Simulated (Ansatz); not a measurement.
Bi₂Te₃, one structure, two calculations

Cell: a Materials Project structure (computed, not necessarily an observed phase), atoms as given.

```
CELL_PARAMETERS angstrom
2.20907 1.27540 10.75243
-2.20907 1.27540 10.75243
0.00000 -2.55081 10.75243
ATOMIC_POSITIONS crystal
Bi 0.60317 0.60317 0.60317
Bi 0.39683 0.39683 0.39683
Te 0.78319 0.78319 0.78319
Te 0.00000 0.00000 0.00000
Te 0.21681 0.21681 0.21681
```

Atom numbers follow the list; atoms alike are taken as one site, whose name carries the number of the first.

First run. Computed with Ansatz: DFT, PBE, plane waves and PAW, scalar-relativistic, 420 eV cutoff, Γ-centred 9×9×9 k-points, Fermi–Dirac smearing 0.01 eV.

| site | atom | V_zz (10²¹ V/m²) | η |
| --- | --- | --- | --- |
| Bi | 1 | 1.56 | 0.00 |
| Te3 | 3 | -4.70 | 0.00 |
| Te4 | 4 | 10.07 | 0.00 |

Second run. The same atoms and settings, except that the functional is r2SCAN and the cutoff is 500 eV.

(1) Given the first result, estimate the second.

Answers

(1) 

| site | atom | V_zz | η | change of V_zz |
| --- | --- | --- | --- | --- |
| Bi | 1 | 2.15 | 0.00 | +0.59 |
| Te3 | 3 | -5.64 | 0.00 | -0.94 |
| Te4 | 4 | 10.13 | 0.00 | +0.06 |

The largest change of V_zz is on Te3, from -4.70 to -5.64. In per cent, |V_zz| changes by +38 on Bi, +1 to +20 on Te (all sites that start above 0.5).

Spin–orbit coupling is left out, which shifts gradients on Bi by a few per cent in wide-gap crystals, and can shift them far more where the calculated gap is small or absent, as here.
